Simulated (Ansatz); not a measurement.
TaNO:
```cif
data_N2O2Ta2
_chemical_formula_sum 'Ta2 N2 O2'
_space_group_name_H-M_alt 'P 1'
_space_group_IT_number 1
_cell_length_a 5.70961
_cell_length_b 5.70961
_cell_length_c 5.70961
_cell_angle_alpha 141.044
_cell_angle_beta 138.451
_cell_angle_gamma 58.263
loop_
_space_group_symop_operation_xyz
  'x, y, z'
loop_
_atom_site_label
_atom_site_type_symbol
_atom_site_fract_x
_atom_site_fract_y
_atom_site_fract_z
_atom_site_occupancy
Ta1 Ta 0.36046 0.11046 0.25000 1
Ta2 Ta 0.63954 0.88954 0.75000 1
N1 N 0.16311 0.91311 0.25000 1
O1 O 0.41809 0.66809 0.75000 1
N2 N 0.83689 0.08689 0.75000 1
O2 O 0.58191 0.33191 0.25000 1
```

Relaxed with PBEsol.

Problem. Which orbitals make up the states near the band edges in plane-wave PAW PBEsol (Ansatz code)?

Solution. Top 1 eV of the valence band: N 2p 74 %, O 2p 15 %, Ta 5d 7 %. Bottom 1 eV of the conduction band: Ta 5d 83 %, N 2p 11 %. Projections are on Löwdin-orthogonalised atomic valence shells; empty p or d shells of many metals are not among them.

Problem. Tabulate the density of states.

Solution. States/eV per cell of 6 atoms, in 0.25 eV bins, energy from the valence-band maximum.

| E (eV) | total | Ta 5d | O 2p | N 2p |
|---|---|---|---|---|
| -7.85 | 0.00 | 0.00 | 0.00 | 0.00 |
| -7.60 | 0.00 | 0.00 | 0.00 | 0.00 |
| -7.35 | 0.00 | 0.00 | 0.00 | 0.00 |
| -7.10 | 0.00 | 0.00 | 0.00 | 0.00 |
| -6.85 | 3.08 | 0.71 | 2.03 | 0.06 |
| -6.60 | 2.18 | 0.48 | 1.45 | 0.05 |
| -6.35 | 1.11 | 0.29 | 0.70 | 0.04 |
| -6.10 | 3.86 | 1.02 | 2.31 | 0.28 |
| -5.85 | 4.53 | 1.37 | 2.48 | 0.48 |
| -5.60 | 4.09 | 1.31 | 1.52 | 1.03 |
| -5.35 | 3.41 | 1.11 | 1.05 | 1.05 |
| -5.10 | 3.59 | 1.04 | 1.40 | 0.94 |
| -4.85 | 3.00 | 0.87 | 1.16 | 0.82 |
| -4.60 | 4.59 | 1.23 | 2.03 | 1.11 |
| -4.35 | 5.02 | 1.34 | 2.47 | 1.02 |
| -4.10 | 4.89 | 1.20 | 2.36 | 1.12 |
| -3.85 | 5.08 | 1.03 | 2.55 | 1.23 |
| -3.60 | 5.09 | 1.03 | 2.71 | 1.10 |
| -3.35 | 3.66 | 0.76 | 1.75 | 0.98 |
| -3.10 | 2.97 | 0.60 | 1.10 | 1.13 |
| -2.85 | 3.48 | 0.60 | 1.41 | 1.31 |
| -2.60 | 4.41 | 0.79 | 1.58 | 1.84 |
| -2.35 | 3.87 | 0.72 | 1.05 | 1.91 |
| -2.10 | 3.05 | 0.51 | 0.79 | 1.61 |
| -1.85 | 2.49 | 0.38 | 0.72 | 1.26 |
| -1.60 | 3.25 | 0.40 | 1.01 | 1.67 |
| -1.35 | 4.76 | 0.53 | 1.20 | 2.79 |
| -1.10 | 5.35 | 0.53 | 1.22 | 3.39 |
| -0.85 | 2.81 | 0.25 | 0.59 | 1.88 |
| -0.60 | 0.90 | 0.07 | 0.07 | 0.73 |
| -0.35 | 1.01 | 0.04 | 0.03 | 0.90 |
| -0.10 | 0.47 | 0.01 | 0.01 | 0.44 |
| 0.15 | 0.00 | 0.00 | 0.00 | 0.00 |
| 0.40 | 0.00 | 0.00 | 0.00 | 0.00 |
| 0.65 | 0.00 | 0.00 | 0.00 | 0.00 |
| 0.90 | 0.02 | 0.02 | 0.00 | 0.00 |
| 1.15 | 0.15 | 0.13 | 0.00 | 0.01 |
| 1.40 | 0.29 | 0.25 | 0.01 | 0.03 |
| 1.65 | 0.39 | 0.31 | 0.02 | 0.05 |
| 1.90 | 0.62 | 0.47 | 0.03 | 0.10 |
| 2.15 | 1.23 | 0.93 | 0.05 | 0.19 |
| 2.40 | 2.16 | 1.67 | 0.08 | 0.30 |
| 2.65 | 2.19 | 1.72 | 0.11 | 0.25 |
| 2.90 | 4.22 | 3.30 | 0.26 | 0.44 |
| 3.15 | 5.81 | 4.42 | 0.44 | 0.59 |
| 3.40 | 3.14 | 2.29 | 0.29 | 0.37 |
| 3.65 | 3.52 | 2.59 | 0.27 | 0.40 |
| 3.90 | 5.59 | 4.24 | 0.38 | 0.60 |
| 4.15 | 5.21 | 3.92 | 0.35 | 0.63 |
| 4.40 | 3.06 | 2.07 | 0.33 | 0.42 |
| 4.65 | 2.31 | 1.43 | 0.25 | 0.37 |
| 4.90 | 2.52 | 1.48 | 0.25 | 0.48 |
| 5.15 | 2.58 | 1.35 | 0.23 | 0.61 |
| 5.40 | 2.76 | 1.36 | 0.21 | 0.72 |
| 5.65 | 2.11 | 1.01 | 0.19 | 0.50 |

Space group Imma. The start of the workflow was typed in or built on a structure type; neither database checked (COD, Materials Project) lists it. COD files the formula under space group No. 12, 14, 191. Its standing as an ambient phase is unchecked. The PBEsol relaxation kept the symmetry of its start; its stability against distortions is not shown here. The run is not spin-polarised. Scalar-relativistic: spin–orbit coupling is off unless named, which matters more the heavier the elements.

Potentials: the earlier of the program's two PAW sets. The files were generated under PBE; for other functionals the program regenerates the frozen cores, and for LDA and PBEsol the local potential too.
